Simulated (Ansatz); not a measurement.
In AlCo (CsCl type) the Co atom of the primitive cell, with all its periodic images, is moved by 0.02 Å along x.

```
Co Al
1.0
     2.85000    0.00000    0.00000
     0.00000    2.85000    0.00000
     0.00000    0.00000    2.85000
Co Al
1 1
Direct
  0.00702 0.00000 0.00000
  0.50000 0.50000 0.50000
```

The calculation used PBE, all-electron LAPW, point nucleus (Ansatz).

k-mesh 8×8×8 Γ-centred; Fermi–Dirac smearing of 0.1 eV; no spin polarisation.

Question: What force results, and what does it mean for the zone-centre vibration?

Answer: The force on it along the displacement is -0.1462 eV/Å, a force constant of 7.31 eV/Å². With the reduced mass of 18.51 u the zone-centre optical mode lies at 328 cm⁻¹ (9.82 THz) in this finite-step estimate.

```csv
atom,Fx (eV/Å),Fy (eV/Å),Fz (eV/Å)
Co1,-0.1462,0.0000,0.0000
Al2,0.1462,0.0000,0.0000
```

The k-mesh is modest, so these values aren't fully converged in k.
